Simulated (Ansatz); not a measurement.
Relaxed InP (zinc blende):

```xyz
2
Lattice="0.0000 2.9535 2.9535 2.9535 0.0000 2.9535 2.9535 2.9535 0.0000" Properties=species:S:1:pos:R:3 pbc="T T T"
P      4.4303     4.4303     4.4303
In     0.0000     0.0000     0.0000
```

Scan: atom 1 (P, nearest neighbour In at 2.558 Å; its periodic images, 4.2 Å or more away, move with it) is displaced along Cartesian [110], direction (0.707, 0.707, 0.000) in Cartesian axes, by s. The other atoms stay.

Calculation: r2SCAN (plane waves to 500 eV, PAW, scalar-relativistic; Ansatz, a program for electronic structure). k mesh 8×8×8 (Γ-centred), Fermi-Dirac smearing 0.05 eV. E stands for the smeared free energy. InP was relaxed with its symmetry unable to fall. The zero of ΔE is the undisplaced structure.

| s (Å) | ΔE (meV/cell) |
|---|---|
| -0.770 | 2777 |
| -0.616 | withheld |
| -0.462 | 898 |
| -0.308 | 385 |
| -0.154 | 94 |
| 0.000 | 0 |
| 0.154 | 94 |
| 0.308 | 385 |
| 0.462 | 898 |
| 0.616 | withheld |
| 0.770 | 2777 |

Fit an even polynomial form (powers 2, 4) to the given rows and predict ΔE at s = -0.616.

Least squares on the 9 given rows: ΔE = (3939)·s² + (1256)·s⁴, in meV/cell with s in Å; root-mean-square residual 0.1 meV/cell. At -0.616 the fit gives 1676 meV/cell; the calculation gives 1678 meV/cell, so the interpolation is off by -2 (-0.1 %). The quadratic term alone would give 1495 meV/cell.

(For displaced atoms, the force is minus the slope of the energy, and its curvature is a force constant, which sets phonon frequencies.)
